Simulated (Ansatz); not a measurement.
SnO2 with phosphorus replacing Sn: do the settings matter for the field gradients?

Cell: a supercell of SnO2 (rutile type, P4_2/mnm) built from a measured structure from the Crystallography Open Database (COD), with the ions relaxed around the defect (PBE).

```cif
data_structure
_symmetry_space_group_name_H-M 'P 1'
_symmetry_Int_Tables_number 1
_cell_length_a 6.7005
_cell_length_b 6.7005
_cell_length_c 9.5595
_cell_angle_alpha 90.000
_cell_angle_beta 90.000
_cell_angle_gamma 90.000
_cell_volume 429.20
loop_
_atom_site_label
_atom_site_type_symbol
_atom_site_fract_x
_atom_site_fract_y
_atom_site_fract_z
_atom_site_occupancy
P1 P 0.00000 0.00000 0.00035 1
Sn2 Sn 0.00000 0.00000 0.32633 1
Sn3 Sn 0.00000 0.00000 0.67437 1
Sn4 Sn 0.50000 0.50000 0.00035 1
Sn5 Sn 0.50000 0.50000 0.33242 1
Sn6 Sn 0.50000 0.50000 0.66827 1
Sn7 Sn 0.50000 0.00000 0.16304 1
Sn8 Sn 0.50000 0.00000 0.50037 1
Sn9 Sn 0.50000 0.00000 0.83769 1
Sn10 Sn 0.00000 0.50000 0.16123 1
Sn11 Sn 0.00000 0.50000 0.50034 1
Sn12 Sn 0.00000 0.50000 0.83945 1
O13 O 0.28137 0.00000 0.00033 1
O14 O 0.30421 0.00000 0.33100 1
O15 O 0.30421 0.00000 0.66975 1
O16 O 0.80235 0.50000 0.00033 1
O17 O 0.80792 0.50000 0.32832 1
O18 O 0.80792 0.50000 0.67237 1
O19 O 0.50000 0.30415 0.16565 1
O20 O 0.50000 0.30590 0.50036 1
O21 O 0.50000 0.30415 0.83504 1
O22 O 0.00000 0.82458 0.13638 1
O23 O 0.00000 0.80593 0.50035 1
O24 O 0.00000 0.82460 0.86428 1
O25 O 0.71863 0.00000 0.00033 1
O26 O 0.69579 0.00000 0.33100 1
O27 O 0.69579 0.00000 0.66975 1
O28 O 0.19765 0.50000 0.00033 1
O29 O 0.19208 0.50000 0.32832 1
O30 O 0.19208 0.50000 0.67237 1
O31 O 0.50000 0.69585 0.16565 1
O32 O 0.50000 0.69410 0.50036 1
O33 O 0.50000 0.69585 0.83504 1
O34 O 0.00000 0.17542 0.13638 1
O35 O 0.00000 0.19407 0.50035 1
O36 O 0.00000 0.17540 0.86428 1
```

Sites (sets of like atoms) are named by element and the number of their first atom in this list.

Reference run. All values are calculated (Ansatz; DFT, PBE, plane waves and PAW, scalar-relativistic, collinear spin, 420 eV cutoff, Γ-centred 3×3×2 k-points, Fermi–Dirac smearing 0.01 eV), not measured. Start moments as typed (μB): 1 on each P, none on the rest.

**Question.** The input is changed as follows: `scf.n_extra_bands`: not typed → 16; `scf.occupations.width`: 0.01 → not typed; `scf.occupations.method`: fermi_dirac → tetrahedron_uncorrected. What happens to V_zz (10²¹ V/m²) and η?

**Answer.** 

```csv
site,atom,V_zz reference,η reference,V_zz changed,η changed
P,1,3.68,0.13,3.59,0.15
Sn2,2,12.43,0.51,12.48,0.50
Sn4,4,5.37,0.34,5.43,0.31
Sn5,5,5.19,0.86,5.24,0.84
Sn7,7,-5.85,0.61,-5.85,0.64
Sn8,8,6.57,0.13,6.61,0.12
Sn10,10,14.32,0.67,14.19,0.67
O13,13,-13.74,0.84,-13.73,0.84
O17,17,-10.26,0.25,-10.23,0.25
O20,20,-10.61,0.14,-10.57,0.14
O22,22,-12.53,0.97,-12.51,0.97
O23,23,-11.46,0.02,-11.43,0.01
```

The largest change of V_zz is on Sn10, from 14.32 to 14.19. In per cent, |V_zz| changes by -2 on P, -1 to +1 on Sn, 0 on O (all sites that start above 2). The table leaves out 4 of the 16 sites, with |V_zz| up to 11.65; their tensors move by 0.04 at most along any direction. The statements above cover all sites. New warnings: band table not solved further, moment headroom below auto.

On the reference run: The defect repeats with the cell of 36 atoms, so it feels its images: sites between two images don't show the values beside a lone defect, and zeros or small values of η there can come from the images' arrangement. O and Sn carry a gradient in the pure host already, so the values there aren't the defect's effect alone. The centre was started off its lattice site, so that it could distort. The defect cell has no gap above 0.1 eV on its mesh, so the values can hang on the smearing and the k-mesh. Without spin–orbit coupling (the program notes it for Sn) the gradients can shift somewhat, as the gap is small. The cell keeps the host's lattice, where the PBE pressure is 6 GPa. The start moments die out, and the run ends without spin.
